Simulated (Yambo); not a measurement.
Absorption of SiO2 (space group Ima2, No. 46) with and without the electron-hole interaction (Yambo, PBEsol bands; 4×4×4 mesh, 16 valence and 8 conduction bands, static screening with 111 bands and a 3 Ry block, scissor 3.04 eV, Tamm-Dancoff; field along x). Axes are Cartesian, with cell vectors (Å) (-4.94, 4.26, 2.55), (4.94, -4.26, 2.55), (4.94, 4.26, -2.55).

| E (eV) | Im ε, BSE | Im ε, independent quasiparticles |
|---|---|---|
| 6.47 | 0.03 | 0.01 |
| 6.57 | 0.03 | 0.01 |
| 6.67 | 0.03 | 0.01 |
| 6.77 | 0.04 | 0.01 |
| 6.87 | 0.04 | 0.01 |
| 6.97 | 0.04 | 0.01 |
| 7.07 | 0.05 | 0.01 |
| 7.18 | 0.05 | 0.01 |
| 7.28 | 0.06 | 0.01 |
| 7.38 | 0.06 | 0.01 |
| 7.48 | 0.07 | 0.01 |
| 7.58 | 0.08 | 0.01 |
| 7.68 | 0.10 | 0.01 |
| 7.78 | 0.12 | 0.01 |
| 7.88 | 0.14 | 0.01 |
| 7.98 | 0.17 | 0.01 |
| 8.08 | 0.23 | 0.01 |
| 8.18 | 0.34 | 0.01 |
| 8.28 | 0.44 | 0.02 |
| 8.38 | 0.41 | 0.02 |
| 8.48 | 0.42 | 0.02 |
| 8.58 | 0.52 | 0.02 |
| 8.68 | 0.73 | 0.02 |
| 8.78 | 1.10 | 0.02 |
| 8.88 | 1.83 | 0.02 |
| 8.98 | 2.98 | 0.02 |
| 9.08 | 4.18 | 0.02 |
| 9.18 | 4.01 | 0.03 |
| 9.28 | 2.80 | 0.03 |
| 9.38 | 1.80 | 0.03 |
| 9.48 | 1.33 | 0.03 |
| 9.58 | 1.15 | 0.04 |
| 9.68 | 1.26 | 0.04 |
| 9.78 | 1.57 | 0.05 |
| 9.88 | 1.79 | 0.05 |
| 9.99 | 1.85 | 0.06 |
| 10.09 | 1.75 | 0.07 |
| 10.19 | 1.56 | 0.08 |
| 10.29 | 1.54 | 0.09 |
| 10.39 | 1.59 | 0.11 |
| 10.49 | 1.47 | 0.15 |
| 10.59 | 1.25 | 0.20 |
| 10.69 | 1.07 | 0.27 |
| 10.79 | 0.93 | 0.30 |
| 10.89 | 0.86 | 0.31 |
| 10.99 | 0.78 | 0.38 |
| 11.09 | 0.73 | 0.50 |
| 11.19 | 0.72 | 0.62 |
| 11.29 | 0.66 | 0.80 |
| 11.39 | 0.63 | 0.95 |
| 11.49 | 0.59 | 1.02 |
| 11.59 | 0.65 | 1.01 |
| 11.69 | 0.65 | 1.04 |
| 11.79 | 0.68 | 1.00 |
| 11.89 | 0.68 | 0.95 |
| 11.99 | 0.74 | 1.02 |
| 12.09 | 0.72 | 1.22 |
| 12.19 | 0.74 | 1.54 |
| 12.29 | 0.74 | 1.98 |
| 12.39 | 0.79 | 2.24 |
| 12.49 | 0.75 | 2.20 |
| 12.59 | 0.66 | 2.23 |
| 12.69 | 0.55 | 2.35 |
| 12.80 | 0.50 | 2.36 |
| 12.90 | 0.48 | 2.33 |
| 13.00 | 0.45 | 2.37 |
| 13.10 | 0.43 | 2.39 |
| 13.20 | 0.39 | 2.27 |

The scissor comes from a G0W0 run whose convergence isn't established. Broadening 0.15 eV. The band window holds all transitions up to 13.2 eV. Fine structure above the onset can come from the mesh.

Geometry of the Materials Project entry, not relaxed at this level; primitive cell a = 7.003 Å, b = 7.003 Å, c = 7.003 Å, α = 90.28°, β = 105.10°, γ = 137.28°.

This is not the ordinary phase of the substance; no match was found in the copy of COD used, and its stability was not checked.
